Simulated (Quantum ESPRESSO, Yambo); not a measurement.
LiNbF₆ (space group R-3, No. 148). The geometry is that of Materials Project entry mp-1078799, symmetrised and not relaxed again. Chain: LDA (pw.x of Quantum ESPRESSO, ONCV potentials, no spin-orbit coupling); G0W0 in Yambo (2×2×2 Γ-centred k mesh, bands 2 to 159 and a 7 Ry block in the screening, 159 bands in G with the Bruneval-Gonze terminator, plasmon pole fitted at 27.2 eV); BSE (4×4×4 mesh, 18 valence and 7 conduction bands, static screening with 66 bands and a 3 Ry block, scissor 4.22 eV, Tamm-Dancoff).

```json
{
  "LDA gap (dense path)": "5.28 eV",
  "LDA gap Γ → L on the GW mesh": "5.29 eV",
  "LDA smallest direct gap on the GW mesh, at L": "5.35 eV",
  "G0W0 direct gap at that point": "9.57 eV",
  "G0W0 correction to the gap Γ → L": "4.21 eV",
  "direct gap on the BSE mesh, with the scissor": "9.57 eV",
  "first BSE state allowed for light along x": "6.50 eV",
  "lowest BSE state": "5.97 eV",
  "binding_of_the_lowest_exciton": "3.60 eV",
  "RPA electronic dielectric constant along x": "2.35 (4×4×4 mesh, LDA bands)"
}
```

Rough cost of the Yambo steps against G0W0 for 8 states: BSE about 5×, one RPA spectrum about 1/3.

Nearest settings tried, and what they do to the gap: 106 bands in W, 106 bands in G: +87 meV; 6 Ry block (175 vectors against 223): +49 meV. Not varied: mesh. So the settings aren't converged at that level. The k mesh is coarse. The BSE states are vertical excitations (zero momentum). Convergence of the RPA response with its 4×4×4 mesh was not tested. Convergence of the binding with the mesh was not shown. Axes are Cartesian, with cell vectors (Å) (2.56, 1.48, 4.56), (-2.56, 1.48, 4.56), (0.00, -2.95, 4.56).

Spin-orbit splittings are left out.

The structure is a Materials Project entry; no match was found in the copy of COD used, and its stability was not checked.
